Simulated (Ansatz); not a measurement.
## P: energy along a strain

P, P4/mmm, a = 4.273 Å, c = 4.378 Å (as given, not relaxed at this level: -4.0 GPa). This isn't the element's structure at ambient conditions. Ansatz: r2SCAN, PAW, 500 eV, Γ-centred 12×12×12 mesh on 1 atom, Gaussian smearing 0.15 eV; no spin polarisation. Cell vectors (Å): 4.273 0.000 0.000; 0.000 4.273 0.000; 0.000 0.000 4.378. The cell is strained by x per cent times the pattern (0 0 0 0 0 1) in the order xx yy zz yz xz xy (engineering shears), with fractional coordinates held. y is the free energy over the start, V0 = 79.932 Å³/atom. Symmetry makes y even in x.

```
x (%) y (meV/atom)
-4.00             ?
-2.00          0.20
 0.00          0.00
 0.50          0.01
 1.00          0.05
 1.50          0.11
 2.50          0.32
 3.00          0.46
 3.50          0.62
```

Fit y = c2 x² + c4 x⁴ to the other rows, get the stiffness along the pattern, and predict the missing energy.

Least squares on the rows shown. y = 0.05069 x² + 7.239×10⁻⁶ x⁴. The clamped-ion stiffness p·C·p = 2 × 0.5069 eV × 160.2 / 79.932 Å³ = 2.0 GPa, which is C66 in these axes (second derivative at the start, which stands under stress). With a term in x⁶ added, the coefficient of x² becomes 0.04765, 6 % less, which shows how far this figure hangs on the form. At x = -4.00 the fit asked for gives 0.81 meV/atom. The run gave 0.81 meV/atom, the same to the digits shown.